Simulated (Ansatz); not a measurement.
A: VN (rock salt), a = b = c = 4.117 Å, α = β = γ = 90.00°
B: Ni (fcc, Cu type), a = 3.5184 Å, b = 3.5184 Å, c = 3.5184 Å, α = 90.00°, β = 90.00°, γ = 90.00°
C: Mg₂Si (antifluorite type, space group Fm-3m), a = b = c = 6.3648 Å, α = β = γ = 90.00°
D: HfO2 (fluorite), a = b = c = 5.0976 Å, α = β = γ = 90.00°

Scan: energy against volume (even scaling of the relaxed cell, symmetry kept). All come from one method, each on a k mesh of its own. All were relaxed with their symmetry unable to fall. HfO2 is run without spin polarisation. Relaxed Ni ends ferromagnetic. Spin-orbit coupling is left out. This is a high-temperature form of HfO2. VN is run without spin polarisation. The magnetic order is the one the run started from; other orders were not tried. (This holds for the magnetic or f-shell members.)

Task: Rank these by bulk modulus (fitted) (highest first), as PBE (plane waves to 420 eV, PAW, scalar-relativistic; Ansatz, a first-principles code) gives it.

Result: A (314 GPa), D (246 GPa), B (198 GPa), C (54.0 GPa)

(Under strain, the slope of the energy per volume gives the stress and its curvature an elastic modulus.)
